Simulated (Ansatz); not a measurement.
NbRu:
```
CELL_PARAMETERS angstrom
      3.15890     0.00000     0.00000
      0.00000     3.15890     0.00000
      0.00000     0.00000     3.15890
ATOMIC_POSITIONS crystal
  Ru 0.50000 0.50000 0.50000
  Nb 0.00000 0.00000 0.00000
```

Relaxed with r²SCAN. Special points in fractions of this cell's reciprocal vectors: Γ (0.000, 0.000, 0.000); X (0.000, 0.500, 0.000); M (0.500, 0.500, 0.000); R (0.500, 0.500, 0.500).

List the band energies nearest the Fermi level at these points for DFT-r²SCAN with spin–orbit coupling in the program Ansatz with PAW potentials.

In eV from the Fermi level; about four levels below and three above (degenerate sets whole), none deeper than 8.9 eV; points with the same levels are listed once.

```
k                                below                above
-  -----------------------------------  -------------------
Γ  -2.62 -2.62 -2.62 -2.62 -2.44 -2.44  0.90 0.90 0.90 0.90
X              -0.37 -0.37 -0.24 -0.24  1.08 1.08 1.80 1.80
M              -4.29 -4.29 -0.27 -0.27  0.11 0.11 0.93 0.93
R              -0.17 -0.17 -0.17 -0.17  3.59 3.59 3.59 3.59
```

Space group Pm-3m (CsCl type). The workflow started from an entry of the Crystallography Open Database (COD), which files this formula under 2 space groups. Its standing as an ambient phase is unchecked. Symmetry was held in the r²SCAN relaxation; its stability against distortions is not shown here. No spin polarisation was allowed.

Potentials: the later of the program's two PAW sets.
